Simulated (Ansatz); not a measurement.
**Does relaxation matter for the field gradients of CdTe with Se replacing Te?**

Start: a supercell of CdTe (zinc blende type, F-43m) built from a structure deposited in the COD (the entry's cell lengths or inner coordinates differ somewhat from later room-temperature determinations), with all atoms left at the host's positions.

Space group F-43m (No. 216); a = 19.2300 Å.

| site | Wyckoff | site symmetry | x | y | z |
| --- | --- | --- | --- | --- | --- |
| Cd1 | 16e | .3m | 0.4167 | 0.0833 | 0.4167 |
| Cd3 | 24g | 2.mm | 0.7500 | 0.0833 | 0.7500 |
| Cd5 | 48h | ..m | 0.7500 | 0.9167 | 0.5833 |
| Cd14 | 4d | -43m | 0.7500 | 0.7500 | 0.7500 |
| Cd18 | 16e | .3m | 0.0833 | 0.5833 | 0.9167 |
| Se | 4a | -43m | 0.5000 | 0.0000 | 0.5000 |
| Te29 | 48h | ..m | 0.6667 | 0.0000 | 0.6667 |
| Te32 | 16e | .3m | 0.8333 | 0.8333 | 0.6667 |
| Te36 | 16e | .3m | 0.1667 | 0.6667 | 0.8333 |
| Te42 | 24f | 2.mm | 0.0000 | 0.6667 | 0.0000 |

One atom of each set is listed; the run and its k-mesh use a cell of 54 atoms with edges of 13.60, 13.60, 13.60 Å.

Level of theory: DFT, PBE, plane waves and PAW, scalar-relativistic, 420 eV cutoff, Γ-centred 2×2×2 k-points, Fermi–Dirac smearing 0.01 eV (Ansatz 0.2.0).

The largest force at the start is 0.65 eV/Å. Relaxing the ions at fixed cell moves them by 0.131 Å at most (atom 1, Cd) and 0.039 Å rms.

```tsv
site	moved (Å)	first shell before	first shell after	V_zz before (10²¹ V/m²)	η before
Cd1	0.131	1 Se at 2.78 Å, 3 Te at 2.78 Å	1 Se at 2.64 Å, 3 Te at 2.79 Å	2.57	0.00
Cd3	0.006	4 Te at 2.78 Å	4 Te at 2.78–2.79 Å	-0.048	0.56
Cd5	0.007	4 Te at 2.78 Å	4 Te at 2.78 Å	0.020	0.74
Cd18	0.004	4 Te at 2.78 Å	4 Te at 2.78 Å	0.013	0.00
Se	0.000	4 Cd at 2.78 Å	4 Cd at 2.64 Å	0.00	–
Te29	0.030	4 Cd at 2.78 Å	4 Cd at 2.78–2.79 Å	0.72	0.05
Te32	0.000	4 Cd at 2.78 Å	4 Cd at 2.78 Å	0.013	0.00
Te36	0.001	4 Cd at 2.78 Å	4 Cd at 2.78 Å	-0.026	0.00
Te42	0.003	4 Cd at 2.78 Å	4 Cd at 2.78 Å	0.032	0.11
```

**Question.** How do the gradients change?

**Answer.** 

```
site  V_zz after  η after  change of V_zz
 Cd1       -0.72     0.00           -3.29
 Cd3       -0.46     0.64           -0.41
 Cd5       -0.19     0.48           -0.21
Cd18        0.14     0.00           +0.13
  Se        0.00        –            0.00
Te29        2.78     0.35           +2.06
Te32       -0.38     0.00           -0.39
Te36       -0.56     0.00           -0.54
Te42       0.056     0.38               –
```

The largest change of V_zz along a kept axis is on Cd1, from 2.57 to -0.72. Where |V_zz| stays above 0.1 and the axes keep their order, η moves most on Te29, from 0.05 to 0.35. V_zz changes sign on Cd1 (same axis). On Te42 the largest principal value lies along another axis in the second run, so the two V_zz can't be compared directly. Other sites without a gradient aren't listed.

The defect repeats with the cell of 54 atoms, so it feels its images: sites between two images don't show the values beside a lone defect, and zeros or small values of η there can come from the images' arrangement. Without spin–orbit coupling the gradients at and beside Te can be off by some per cent, at some sites by more. With a gap of 0.8 eV on this mesh, small gradients can still move by 0.1 × 10²¹ V/m² or more as the k-mesh gets denser.
Before: The neighbours have not yet relaxed around the defect (largest force 0.65 eV/Å), and relaxing can change the values around it severalfold.
After: The relaxation keeps the site symmetry -43m of the start, so the impurity can't leave its site; a start off the site could end lower.
